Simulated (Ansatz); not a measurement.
One compound in many structure types

A short materials screen. Relaxing one composition in several structure types shows which are competitive, which pressure would favour, and how volume and gap change with structure.

GaP, zinc blende serves as the reference. The reference is the lowest phase computed, which need not be the stable form in nature.

Data:

Where the numbers come from (Ansatz, a plane-wave PAW program): energy: PBE, total energy at 0 K with the change to a 700 eV cutoff added (comparable within one formula alone); volume per atom: PBE, relaxed cell; gap: PBE; bulk modulus: PBE, equation-of-state fit.

Working rules: ΔE = E − E_ref; ΔV = V − V_ref; temperature scale ΔE/k_B = 11.605 K/meV × ΔE.

| crystal | E (eV/atom) | V (Å³/atom) | gap (eV) | B₀ (GPa) | ΔE (meV/atom) | ΔV (Å³/atom) | ΔE/k_B (K) |
|---|---|---|---|---|---|---|---|
| GaP, litharge type, P4/nmm | −2269.176 | 18.60 | 0.00 | 39.0 | 605.0 | −2.26 | 7000 |
| GaP, CsCl type | −2269.027 | 16.65 | 0.00 | 70.6 | 754.0 | −4.21 | 8800 |
| GaP, NiAs type | −2269.334 | 17.35 | 0.00 | 84.8 | 447.0 | −3.51 | 5200 |
| GaP, cinnabar type, P6₂22 | −2269.552 | 18.84 | 0.25 | 80.9 | 229.0 | −2.02 | 2700 |
| GaP, WC type, P-6m2 | −2269.241 | 17.86 | 0.00 | 70.5 | 540 | −3.00 | 6300 |
| GaP, zinc blende, reference | −2269.781 | 20.86 | 1.58 | 76.6 | 0.0 | 0.00 | 0 |

Started from generated or typed cells, with no claim that the phase is known: GaP, litharge type, P4/nmm; GaP, CsCl type; GaP, NiAs type; GaP, cinnabar type, P6₂22; GaP, WC type, P-6m2. Runs started from generated or typed cells of the structure named: GaP, zinc blende. No gap (0.00) means none at this level, which can close a small real gap. Spin–orbit coupling is left out unless named; it moves the gap of GaP, zinc blende by under 0.05 eV; no shift is given for GaP, cinnabar type, P6₂22.

Worked example:

Arithmetic for GaP, WC type, P-6m2:

1. ΔE = 1000 × (−2269.241 − (−2269.781)) = 540 meV/atom
2. ΔV = 17.86 − 20.86 = −3.00 Å³/atom
3. ΔE/k_B: 11.605 × 540 = 6300 K

Result:

In order of ΔE, lowest first: GaP, zinc blende (0.0 ± 5.0), GaP, cinnabar type, P6₂22 (229.0 ± 5.0), GaP, NiAs type (447.0 ± 5.0), GaP, WC type, P-6m2 (540 ± 5.0), GaP, litharge type, P4/nmm (605.0 ± 5.0), GaP, CsCl type (754.0 ± 5.0). The ± follows from allowances picked for this note (energy 0.004 eV/atom, 3 meV/atom on the figure itself), carried to first order and added in quadrature, each row's own inputs moving alone; ≈ joins neighbours closer than their two ± added in quadrature.

Denser than the reference, so favoured by pressure; with fixed volumes the enthalpies cross at P ≈ 0.1602 ΔE/|ΔV|: GaP, cinnabar type, P6₂22 0.1602 × 229.0/2.02 = 18 GPa, GaP, NiAs type 0.1602 × 447.0/3.51 = 20 GPa, GaP, CsCl type 0.1602 × 754.0/4.21 = 29 GPa, GaP, WC type, P-6m2 0.1602 × 540/3.00 = 29 GPa. Each is against the reference alone, so another phase may come first, and differences in compressibility move them.

Caveats:

Vibrational free energy is left out, and phases that were not computed could lie lower. Rows are a sample of the computed phases of this formula. Limits of the draw: a spread of over 30 meV/atom, none over 0.9 eV/atom above the reference, within 8 meV/atom of the lowest or within 3 meV/atom of a neighbour. As a rule kept out of such tables: 4f compounds, open-shell compounds run without a Hubbard term, cells found unstable in the tests at hand, cells close to a higher symmetry, and runs set to a pressure or over 12 % in volume from the crystal's fullest run.
